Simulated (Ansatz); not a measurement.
Level of theory: Ansatz, DFT PBE, scalar-relativistic, plane waves, PAW. Settings: cutoff 420 eV, Γ-centred meshes spaced at most about 0.3 Å⁻¹, and about 0.25 Å⁻¹ or finer for metals (2π included), Gaussian smearing. Collinear spin in cells that started with moments and kept them past the coarse steps, no spin elsewhere.

All energies are static (0 K, no zero-point motion).

Compare these two cells of MgO5, each relaxed at this level.

A. (site moments O 1.3 (×3), 1.7 (×2) μB) Space group R32 (No. 155), trigonal, a = 4.992 Å, c = 9.215 Å. Mg is surrounded by 6 O at 2.13 Å; around O on a site of symmetry 2 lie 2 Mg at 2.13 Å and 8 O at 2.44–2.55 Å; O on a site of symmetry 3 has 1 O at 2.12 Å and 6 O at 2.44–2.49 Å (long contacts).

B. (site moments O 0.3 μB) Space group P4/mmm (No. 123), tetragonal, a = 3.048 Å, c = 6.689 Å. Around Mg lie 6 O at 2.15–2.21 Å; O on a site of symmetry 4mm has 4 O at 1.90 Å, 1 Mg at 2.21 Å and 1 O at 2.27 Å; O on a site of symmetry mmm has 4 O at 1.90 Å and 4 O at 2.15 Å (long contacts); O on a site of symmetry 4/mmm is surrounded by 4 Mg at 2.15 Å.

Question: Which form is favoured at zero pressure, and by what margin per atom?

Answer: B is lower, by 90 meV/atom. A has space group R32 (No. 155), 11.0 Å³/atom and no gap on its mesh; B has space group P4/mmm (No. 123), 10.4 Å³/atom and no gap. The denser one is the lower, and pressure would at first widen the difference. Even the lower one lies +0.59 eV/atom against the reference forms of the elements (uncorrected), so neither is stable at this level. Both come from invented guesses. A third cell relaxed alike, in P6/mmm, lies 121 meV/atom below the lower of the two.

Another magnetic order may lie lower. Cells relaxed within their symmetry can be saddle points.
